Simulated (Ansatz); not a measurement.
Relaxing ytterbium (dhcp)

All numbers below come from DFT, r2SCAN, plane waves (500 eV) with PAW, scalar-relativistic (Ansatz). The PAW files were generated under PBE, with cores re-solved for the functional.

k-point mesh 9×9×3, Fermi-Dirac smearing 0.1 eV, no spin polarisation. Cell and atoms relax.

Starting structure:

```
CELL_PARAMETERS angstrom
3.87932 0.00000 0.00000
-1.93966 3.35959 0.00000
0.00000 0.00000 12.66987
ATOMIC_POSITIONS crystal
Yb 0.00000 0.00000 0.00000
Yb 0.00000 0.00000 0.50000
Yb 0.33333 0.66667 0.25000
Yb 0.66667 0.33333 0.75000
```

Problem. The pressure at the start is -2.3 GPa. By how much does the volume change?

Solution. From 41.28 to 35.36 Å³ per atom, -14.3 %. The final cell has a = 3.678 Å, c = 12.074 Å (c/a = 3.283).

Problem. How much energy does the relaxation gain?

Solution. 47.7 meV per atom.

Path of the relaxation (the plane waves are chosen anew near the end, which can shift the energy a little):

| step | E − E(final) (meV/atom) | V (Å³/atom) | P (GPa) | max force (eV/Å) |
| --- | --- | --- | --- | --- |
| 0 | 47.72 | 41.281 | -2.31 | 0.000 |
| 1 | 14.97 | 38.532 | -1.42 | 0.000 |
| 2 | 0.16 | 34.820 | 0.30 | 0.000 |
| 3 | -0.29 | 35.425 | -0.04 | 0.000 |
| 4 | -0.30 | 35.359 | 0.00 | 0.000 |
| 5 | 0.00 | 35.359 | -0.02 | 0.000 |
